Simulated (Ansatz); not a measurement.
Sn$_{3}$Se: comparing deformations

Theory: DFT PBE, scalar-relativistic, plane waves, PAW in Ansatz. Cutoff 420 eV, Γ-centred 12×12×12 k-points, Gaussian smearing of 0.15 eV. No spin polarisation. Energies are free energies at this smearing, counted from the undisturbed cell; pressure is positive in compression.

The undisturbed cell (relaxed at this level; with this scan's settings it stands at 0.1 GPa; it needn't be the usual structure):

```yaml
crystal:
  lattice:
    - [0.00000, 3.72795, 3.72795]
    - [3.72795, 0.00000, 3.72795]
    - [3.72795, 3.72795, 0.00000]
  atoms:
    - { symbol: Sn, position: [0.25000, 0.25000, 0.25000] }
    - { symbol: Sn, position: [0.75000, 0.75000, 0.75000] }
    - { symbol: Sn, position: [0.50000, 0.50000, 0.50000] }
    - { symbol: Se, position: [0.00000, 0.00000, 0.00000] }
```

The cell is strained by ε times a Voigt pattern (xx, yy, zz, yz, xz, xy; engineering shear) with fractional coordinates fixed. τ = (1/V0) dE/dε comes from the stress tensor. Of each scan, only the three points used here are listed.

```
           pattern        ε  τ (GPa)
(0, 0, 0, 1, 0, 0)  -0.0050   -0.050
(0, 0, 0, 1, 0, 0)   0.0000    0.000
(0, 0, 0, 1, 0, 0)   0.0050    0.050
(0, 0, 1, 0, 0, 0)  -0.0250   -1.413
(0, 0, 1, 0, 0, 0)   0.0000   -0.140
(0, 0, 1, 0, 0, 0)   0.0250    0.961
```

Q: Which constants do the scans give, and which deformation costs least for the same size of strain tensor?

A: The slope dτ/dε at zero (parabola through three points) is pᵀCp: (0, 0, 0, 1, 0, 0) gives C44 = 10.1 GPa; (0, 0, 1, 0, 0, 0) gives C11 = 47 GPa. The size of the strain tensor, ε:ε, is ε² times 0.5, 1.0. Per unit of it the stiffnesses are 20.2, 47 GPa, so (0, 0, 0, 1, 0, 0) is the softest of these: at ε:ε = (1 %)² the quadratic term costs 0.16 meV/atom against 0.38 for the stiffest. These are clamped-ion values.

Forces appear on the atoms along this scan, and letting them relax would lower the energy and soften the response. In a metal these slopes depend on the k mesh and the smearing.

Cost: 17 runs of about 15 core-minutes in all, on Intel Xeon Processor @ 2.70GHz (shared hosts).